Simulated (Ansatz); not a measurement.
Structure map: energy, volume and gap of polymorphs

A comparison from first-principles data. Relaxing one composition in several structure types shows which are competitive, which pressure would favour, and how volume and gap change with structure.

TiGe, rock salt serves as the reference. The reference is the lowest phase computed, which need not be the stable form in nature.

Methods, by column (Ansatz, a plane-wave PAW program): energy: PBE, total energy at 0 K with the change to a 700 eV cutoff added (comparable within one formula alone); volume per atom: PBE, relaxed cell; gap: PBE; bulk modulus: PBE, equation-of-state fit.

Model: ΔE = E − E_ref; ΔV = V − V_ref; temperature scale ΔE/k_B = 11.605 K/meV × ΔE.

| crystal | E (eV/atom) | V (Å³/atom) | gap (eV) | B₀ (GPa) | ΔE (meV/atom) | ΔV (Å³/atom) | ΔE/k_B (K) |
|---|---|---|---|---|---|---|---|
| TiGe, NbAs type, I4₁md | −3397.585 | 18.02 | 0.00 | 102 | 217.0 | 0.51 | 2500 |
| TiGe, CoSn type, P6/mmm | −3397.619 | 19.05 | 0.00 | 102 | 183.0 | 1.54 | 2100 |
| TiGe, WC type, P-6m2 | −3397.759 | 16.35 | 0.00 | 117 | 43.0 | −1.16 | 500 |
| TiGe, NiAs type | −3397.748 | 18.08 | 0.00 | 101 | 54.0 | 0.57 | 630 |
| TiGe, TiAs type, P6₃/mmc | −3397.790 | 17.68 | 0.00 | 104 | 12.0 | 0.17 | 140 |
| TiGe, rock salt, reference | −3397.802 | 17.51 | 0.00 | 109 | 0.0 | 0.00 | 0 |

Model phases, started by placing the elements on a structure type or from a typed cell, with no claim that they are known: TiGe, NbAs type, I4₁md; TiGe, CoSn type, P6/mmm; TiGe, WC type, P-6m2; TiGe, NiAs type; TiGe, TiAs type, P6₃/mmc; TiGe, rock salt. No gap (0.00) means none at this level, which can close a small real gap. Spin–orbit coupling is left out unless named.

The steps for TiGe, TiAs type, P6₃/mmc:

1. ΔE = 1000 × (−3397.790 − (−3397.802)) = 12.0 meV/atom
2. ΔV = 17.68 − 17.51 = 0.17 Å³/atom
3. ΔE/k_B: 11.605 × 12.0 = 140 K

By ΔE (lowest first): TiGe, rock salt (0.0 ± 5.0), TiGe, TiAs type, P6₃/mmc (12.0 ± 5.0), TiGe, WC type, P-6m2 (43.0 ± 5.0), TiGe, NiAs type (54.0 ± 5.0), TiGe, CoSn type, P6/mmm (183.0 ± 5.0), TiGe, NbAs type, I4₁md (217.0 ± 5.0). The ± follows from allowances picked for this note (energy 0.004 eV/atom, 3 meV/atom on the figure itself), carried to first order and added in quadrature, each row's own inputs moving alone; ≈ joins neighbours closer than their two ± added in quadrature.

Wanted are low ΔE and low volume per atom; no other row betters these on both counts: TiGe, rock salt (0.0, 17.51); TiGe, WC type, P-6m2 (43.0, 16.35). The reference is on the front.

Denser than the reference, so favoured by pressure; with fixed volumes the enthalpies cross at P ≈ 0.1602 ΔE/|ΔV|: TiGe, WC type, P-6m2 0.1602 × 43.0/1.16 = 5.9 GPa. Each is against the reference alone, so another phase may come first, and differences in compressibility move them.

Vibrational free energy is left out, and phases that were not computed could lie lower. Rows are a sample of the computed phases of this formula. Limits of the draw: a spread of over 30 meV/atom, none over 0.9 eV/atom above the reference, within 8 meV/atom of the lowest or within 3 meV/atom of a neighbour. As a rule kept out of such tables: 4f compounds, open-shell compounds run without a Hubbard term, cells found unstable in the tests at hand, cells close to a higher symmetry, and runs set to a pressure or over 12 % in volume from the crystal's fullest run.
